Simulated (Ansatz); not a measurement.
A family in space group P6_3/mmc

Method: DFT, PBEsol, all-electron LAPW, scalar-relativistic (Ansatz 0.2.0).

All cells have space group P6_3/mmc and are held fixed (conventional cell and sites). Prototypes and MP cells are computed structures that needn't be known or stable phases of these compounds. Gaps are the smallest over the k mesh and a high-symmetry path; Bader charges come from PAW runs of the same cells. Open d or f shells run without spin or U come out metallic where the real compound may not be. Semilocal functionals give too small gaps and can close them; gaps under 0.4 eV may also close off the mesh.

Spin–orbit coupling is left out, though it moves levels of the heavy atoms by tenths of an eV or more.

Lu: a = 3.51 Å, b = 3.51 Å, c = 5.57 Å, α = 90.00°, β = 90.00°, γ = 120.00°; Lu 2c (0.333 0.667 0.250); 13×13×8 mesh, smearing 0.03 eV, COD 1538083, reported
Ru: a = 2.71 Å, b = 2.71 Å, c = 4.28 Å, α = 90.00°, β = 90.00°, γ = 120.00°; Ru 2c (0.333 0.667 0.250); 14×14×8 mesh, smearing 0.03 eV, COD 9017842, reported
Bi: a = 4.54 Å, b = 4.54 Å, c = 11.83 Å, α = 90.00°, β = 90.00°, γ = 120.00°; Bi 2c (0.333 0.667 0.250); 9×9×3 mesh, smearing 0.03 eV, COD 9011614, reported
Sb: a = 3.37 Å, b = 3.37 Å, c = 5.33 Å, α = 90.00°, β = 90.00°, γ = 120.00°; Sb 2c (0.333 0.667 0.250); 12×12×7 mesh, smearing 0.05 eV, COD 1539203, reported
Hf: a = 3.20 Å, b = 3.20 Å, c = 5.06 Å, α = 90.00°, β = 90.00°, γ = 120.00°; Hf 2c (0.333 0.667 0.250); 13×13×7 mesh, smearing 0.05 eV, COD 9008501, reported

```tsv
compound	P (GPa)	gap (eV)
Ru	-6.3	none
Bi	-3.5	none
Sb	-0.1	none
Hf	-3.7	none
```

Question: Predict the row of Lu (no spin polarisation).

Answer: P (GPa): -3.4, gap (eV): none.
